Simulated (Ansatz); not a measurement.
All numbers below come from DFT PBE, scalar-relativistic, plane waves, PAW (Ansatz 0.2.0). All cells share a 420 eV cutoff and Γ-centred k meshes spaced about 0.3 Å⁻¹ or finer (0.25 for metals, 2π included). No spin polarisation.

This relaxed Ba₅HfO₂ cell comes from a structure search over trial cells.

```
CELL_PARAMETERS angstrom
4.08385 2.35781 6.21605
-4.08385 2.35781 6.21605
0.00000 -4.71563 6.21605
ATOMIC_POSITIONS crystal
Ba 0.50000 0.50000 0.00000
Ba 0.00000 0.50000 0.50000
Ba 0.50000 0.00000 0.50000
Ba 0.87477 0.87477 0.87477
Ba 0.12524 0.12524 0.12524
Hf 0.50000 0.50000 0.50000
O 0.60639 0.60639 0.60639
O 0.39361 0.39361 0.39361
```

Wave vectors count in units of this cell's reciprocal vectors.

**Question.** Does it survive phonon and random-displacement tests?

**Answer.** No. The phonons at Γ go imaginary, to 29i cm⁻¹ at q = (0.00, 0.00, 0.00). (Phonon run: 6×6×6 k mesh, Gaussian smearing of 0.10 eV.) With atoms moved at random and symmetry off, it falls by 24 meV/atom into C2 (No. 5). Conventional cell: a = 12.483 Å, b = 8.016 Å, c = 7.671 Å, β = 118.8°. Ba on a site of symmetry 2 is surrounded by 2 O at 2.76 Å, 2 Hf at 3.95 Å and 8 Ba at 4.10–4.25 Å; Ba on a site of symmetry 1 is surrounded by 1 O at 2.60 Å, 1 O at 2.82 Å, 1 Hf at 3.80 Å, 8 Ba at 4.10–4.45 Å and 1 Hf at 4.16 Å; Hf is surrounded by 2 O at 1.93 Å and 8 Ba at 3.80–4.16 Å; around O lie 1 Hf at 1.93 Å, 1 Ba at 2.60 Å, 2 Ba at 2.76–2.82 Å, 1 O at 3.35 Å, 1 Ba at 4.49 Å and 2 Ba at 4.70–4.75 Å; 1 more site not described.

```
CELL_PARAMETERS angstrom
6.24129 -4.00787 0.00000
6.24129 4.00787 0.00000
-3.69973 0.00000 6.71964
ATOMIC_POSITIONS crystal
Ba 0.51108 0.48892 0.50000
Ba 0.40980 0.98421 0.98611
Ba 0.01579 0.59020 0.01389
Ba 0.81479 0.88553 0.56573
Ba 0.11446 0.18521 0.43427
Hf 0.62638 0.37362 0.00000
O 0.60421 0.59072 0.90822
O 0.40928 0.39579 0.09178
```

Spin–orbit coupling, which can matter for Hf, is left out. The cell is a metal run without spin; a magnetic state may lie lower. Phonons of metals hang on the k mesh and the smearing.
